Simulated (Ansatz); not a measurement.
All numbers below come from DFT PBE, scalar-relativistic, plane waves, PAW, and for the lanthanide a 4f-in-core norm-conserving potential (Ansatz). Settings: cutoff 660 eV, Γ-centred meshes spaced at most about 0.3 Å⁻¹, and about 0.25 Å⁻¹ or finer for metals (2π included), Gaussian smearing. No spin polarisation in the final relaxations.

These are static total energies at zero pressure.

Compare these two cells of Nd2AlSe3, each relaxed at this level.

A. Space group P-3m1 (No. 164), trigonal, a = 5.261 Å, c = 5.970 Å. Around Nd lie 5 Se at 2.97–3.08 Å, 3 Se at 3.28 Å, 3 Al at 3.50 Å and 3 Nd at 3.92 Å; Al has 2 Se at 2.99 Å, 6 Se at 3.29 Å and 6 Nd at 3.50 Å; Se on a site of symmetry 3m has 5 Nd at 2.97–3.08 Å, 3 Al at 3.29 Å and 3 Se at 3.50 Å; Se on a site of symmetry -3m has 2 Al at 2.99 Å, 6 Nd at 3.28 Å and 6 Se at 3.50 Å.

B. Space group P6/mmm (No. 191), hexagonal, a = 7.655 Å, c = 3.844 Å. Around Nd lie 6 Se at 2.93 Å, 2 Nd at 3.84 Å, 3 Al at 4.42 Å and 3 Nd at 4.42 Å; Al has 2 Al at 3.84 Å, 12 Se at 4.28 Å and 6 Nd at 4.42 Å; around Se lie 4 Nd at 2.93 Å, 6 Se at 3.83–3.84 Å and 4 Al at 4.28 Å.

**Question.** Which form is favoured at zero pressure, and by what margin per atom?

**Answer.** A is lower, by 97 meV/atom. A has Nd and Al ordered on caesium chloride sites, space group P-3m1 (No. 164), 23.9 Å³/atom and no gap on its mesh; B has space group P6/mmm (No. 191), 32.5 Å³/atom and no gap. Counting Se atoms around Al and Nd (those within 1.25 times the shortest such distance or 1.15 times the sum of covalent radii, 1.27 where that leaves under three; a plus sign parts nearer from farther groups; the shortest distance is added where it exceeds 1.18 times the sum of covalent radii), A has Nd 8, Al 2+6 from 3.0 Å and B has Nd 6, Al 12 from 4.3 Å. The denser one is the lower, and pressure would at first widen the difference. Both come from invented guesses.

In P-3m1, P6/mmm an odd number of valence electrons (the lanthanide is held trivalent, its 4f shell in the core) allows no gap without spin; another valence of the lanthanide, a larger cell or a magnetic state could open one. Cells relaxed within their symmetry can be saddle points.

The lanthanide is trivalent by construction, without f bands, f moments or other valences.
